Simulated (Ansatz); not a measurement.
Values for one crystal, relaxed and computed with plane-wave PAW PBE (Ansatz code); other levels are named.

| Quantity | Value |
|---|---|
| Volume per atom | 16.00 Å³ |
| Electronic character | no gap, with almost no states at the Fermi level (zero-gap or semimetallic) |
| Formation energy from the elements (no fitted shifts) | -1.04 eV/atom |
| Density of states at the Fermi level | 0.03 states/eV per atom (mean over ±0.08 eV) |

**Question.** Which of these materials gives this?
A. Y3Si, Fm-3m (Si on 4a, Y on 4b, Y on 8c)
B. HgS, zinc blende
C. BeS, CsCl type
D. NbP, I4_1md (Nb on 4a, P on 4a)

**Answer.** D, NbP, I4_1md (Nb on 4a, P on 4a)

The cell was relaxed with PBE under the symmetry of its start. The run is not spin-polarised. A small band overlap can be real or an error of a semilocal functional. The references are the lowest solids computed at this level, not always the standard phases. Spin–orbit coupling is left out wherever it is not named.

Potentials: the later of the program's two PAW sets.
